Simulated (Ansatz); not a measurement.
Relaxation of a generated cell, Nb built in the hcp structure type; 2 atoms in the cell, which starts as P6₃/mmc (No. 194), hP2; a = b = 2.9456 Å, c = 4.7825 Å, α = β = 90.00°, γ = 120.00°. The numbers are results of r2SCAN (plane waves to 500 eV, PAW, scalar-relativistic; Ansatz, a quantum-chemistry and plane-wave program), not measurements. Γ-centred k-mesh 13×13×7 on the run's cell (coarser than for final values), Fermi–Dirac smearing 0.05 eV. This is the first round of the run. 

The optimiser's lines from the output (shortened; P is positive under compression):

```
relax step   1: F+E_penalty+E_count = -9126.49033869 eV  Δ(F+E_penalty+E_count) = +0.000e0 eV  max|allowed force component| = 6.476e-17 eV/Å  Δτ_max = 0.0000 Å  P = +5.792 GPa  Ω = 35.937 Å³  (6 SCF iters, dr2 threshold 1.00e-7 eV, accepted)
relax step   2: F+E_penalty+E_count = -9126.55420079 eV  Δ(F+E_penalty+E_count) = -6.386e-2 eV  max|allowed force component| = 5.667e-17 eV/Å  Δτ_max = 0.0000 Å  P = -5.001 GPa  Ω = 38.312 Å³  (8 SCF iters, dr2 threshold 2.00e-7 eV, accepted)
relax step   3: F+E_penalty+E_count = -9126.61339518 eV  Δ(F+E_penalty+E_count) = -5.919e-2 eV  max|allowed force component| = 3.469e-17 eV/Å  Δτ_max = 0.0000 Å  P = -4.759 GPa  Ω = 38.217 Å³  (6 SCF iters, dr2 threshold 2.00e-7 eV, accepted)
relax step   4: F+E_penalty+E_count = -9126.64481522 eV  Δ(F+E_penalty+E_count) = -3.142e-2 eV  max|allowed force component| = 2.082e-17 eV/Å  Δτ_max = 0.0000 Å  P = +1.293 GPa  Ω = 36.867 Å³  (7 SCF iters, dr2 threshold 2.00e-7 eV, accepted)
relax step   5: F+E_penalty+E_count = -9126.65121944 eV  Δ(F+E_penalty+E_count) = -6.404e-3 eV  max|allowed force component| = 1.156e-17 eV/Å  Δτ_max = 0.0000 Å  P = -0.333 GPa  Ω = 37.181 Å³  (6 SCF iters, dr2 threshold 2.00e-7 eV, accepted)
relax step   6: F+E_penalty+E_count = -9126.65133210 eV  Δ(F+E_penalty+E_count) = -1.127e-4 eV  max|allowed force component| = 3.701e-17 eV/Å  Δτ_max = 0.0000 Å  P = -0.050 GPa  Ω = 37.119 Å³  (3 SCF iters, dr2 threshold 2.00e-7 eV, accepted)
relax step   7: F+E_penalty+E_count = -9126.65134099 eV  Δ(F+E_penalty+E_count) = -8.888e-6 eV  max|allowed force component| = 7.401e-17 eV/Å  Δτ_max = 0.0000 Å  P = -0.001 GPa  Ω = 37.108 Å³  (4 SCF iters, dr2 threshold 1.19e-8 eV, accepted)
relax step   8: F+E_penalty+E_count = -9126.65248019 eV  Δ(F+E_penalty+E_count) = -1.139e-3 eV  max|allowed force component| = 6.823e-17 eV/Å  Δτ_max = 0.0000 Å  P = +0.004 GPa  Ω = 37.108 Å³  stress off target by 3.32e-2 GPa  SCF on the basis re-selected at this cell (its energy is not comparable with the rows above)  (6 SCF iters)
relax step   9: F+E_penalty+E_count = -9126.65247981 eV  Δ(F+E_penalty+E_count) = +3.744e-7 eV  max|allowed force component| = 7.286e-17 eV/Å  Δτ_max = 0.0000 Å  P = -0.002 GPa  Ω = 37.109 Å³  (4 SCF iters, dr2 threshold 2.75e-9 eV, accepted)
relax step  10: F+E_penalty+E_count = -9126.65248353 eV  Δ(F+E_penalty+E_count) = -3.714e-6 eV  max|allowed force component| = 6.361e-17 eV/Å  Δτ_max = 0.0000 Å  P = -0.002 GPa  Ω = 37.109 Å³  stress off target by 1.73e-3 GPa  SCF on the basis re-selected at this cell (its energy is not comparable with the rows above)  (4 SCF iters)
```

From the first to the last row the energy changes by -0.08 eV/atom and the volume by +3.3 %. The last row is marked as not comparable with the walk above it, whose basis was carried along; it does compare with step 1, since both stand on a basis selected at the nominal cutoff for their own cell.

Later rounds, restarted from the end of this one on a renewed k-mesh, logged 12 more steps and released under 0.01 eV/atom more. The final structure after all rounds: P6₃/mmc (No. 194), hP2, hcp (Mg type); a = b = 2.8586 Å, c = 5.2458 Å, α = β = 90.00°, γ = 120.00°. Between re-selections the logged energies stand on a plane-wave basis carried along with the cell. No spin polarisation in the result.

The run could not lower the symmetry of its start; a shaken copy of this end point relaxes with r2SCAN to R-3m (No. 166) at a tolerance of 0.01 Å, Im-3m (No. 229) at 0.1 Å, 0.31 eV/atom lower.

The relaxed structure here is a generated cell of Nb: the first start was made by placing the elements on the sites of a structure type, and the end was not matched to a known phase here, so it may be hypothetical. Known forms of Nb include space group No. 229.
